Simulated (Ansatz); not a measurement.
CoIrPt:
```xyz
3
Lattice="2.6931 0.0000 0.0000 -1.3466 2.3323 0.0000 0.0000 0.0000 6.5777" Properties=species:S:1:pos:R:3 pbc="T T T"
Co     0.0000     0.0000     6.5459
Pt     0.0000     1.5549     2.0989
Ir     1.3466     0.7774     4.5106
```
The run is spin-polarised; directions of the spins, atom by atom: ↑ ↑ ↑.

Relaxed with r²SCAN.

Task: Which orbitals make up the states near the Fermi level in DFT-r²SCAN in the program Ansatz with PAW potentials?

Result: Within 0.5 eV of the Fermi level: Co 3d 39 %, Ir 5d 31 %, Pt 5d 23 %. Projections are on Löwdin-orthogonalised atomic valence shells; empty p or d shells of many metals are not among them.

Task: Tabulate the density of states.

Result: States/eV per cell of 3 atoms, in 0.25 eV bins, energy from the Fermi level.

```
E (eV)  total  Co 3d  Pt 5d  Ir 5d
------  -----  -----  -----  -----
-7.85    0.55   0.01   0.06   0.04
-7.60    0.78   0.03   0.16   0.09
-7.35    1.40   0.06   0.52   0.20
-7.10    2.08   0.09   0.80   0.51
-6.85    2.50   0.14   0.89   0.77
-6.60    2.54   0.20   0.98   0.75
-6.35    2.89   0.27   1.22   0.89
-6.10    3.30   0.32   1.45   1.04
-5.85    3.55   0.39   1.59   1.11
-5.60    2.99   0.51   1.20   0.95
-5.35    2.97   0.66   1.11   0.97
-5.10    4.00   1.13   1.31   1.29
-4.85    3.53   0.69   1.42   1.16
-4.60    3.09   0.75   1.27   0.85
-4.35    4.46   1.19   1.63   1.27
-4.10    4.82   1.57   1.57   1.27
-3.85    5.63   2.35   1.64   1.26
-3.60    5.08   2.24   1.29   1.22
-3.35    4.18   1.59   1.11   1.16
-3.10    3.52   1.32   1.01   0.90
-2.85    4.23   1.52   1.40   1.02
-2.60    5.40   1.87   1.90   1.24
-2.35    4.45   1.45   1.44   1.19
-2.10    3.32   0.91   1.15   0.95
-1.85    3.43   0.96   1.12   1.04
-1.60    4.36   1.36   1.40   1.34
-1.35    3.84   1.32   0.92   1.31
-1.10    3.31   1.08   0.76   1.21
-0.85    3.51   1.19   0.82   1.28
-0.60    3.49   1.29   0.85   1.11
-0.35    3.56   1.07   0.91   1.36
-0.10    3.04   0.99   0.82   1.01
0.15     2.95   1.44   0.55   0.75
0.40     2.70   1.34   0.49   0.64
0.65     3.12   1.73   0.48   0.68
0.90     2.73   1.33   0.43   0.74
1.15     2.95   1.29   0.39   1.01
1.40     1.92   0.65   0.25   0.73
1.65     1.06   0.20   0.12   0.42
1.90     1.02   0.16   0.11   0.39
2.15     0.95   0.13   0.10   0.30
2.40     0.90   0.11   0.10   0.25
2.65     0.87   0.09   0.09   0.22
2.90     0.85   0.08   0.08   0.19
3.15     0.82   0.06   0.07   0.16
3.40     0.81   0.06   0.06   0.14
3.65     0.80   0.05   0.05   0.12
3.90     0.77   0.05   0.05   0.11
4.15     0.74   0.04   0.04   0.09
4.40     0.71   0.04   0.04   0.08
4.65     0.69   0.03   0.03   0.07
```

Space group P3m1. The start of the workflow was typed in or built on a structure type; neither database checked (COD, Materials Project) lists it. Its standing as an ambient phase is unchecked. The cell was relaxed with r²SCAN under the symmetry of its start; its stability against distortions is not shown here. Magnetic state: ferromagnetic, chosen from 3 collinear starts compared on coarse meshes (ties went to the first, and starts can fall back to one state), not a proven ground state. Other orbital occupations within this spin state were not tried. Spin–orbit coupling is left out wherever it is not named.

Potentials: the later of the program's two PAW sets.
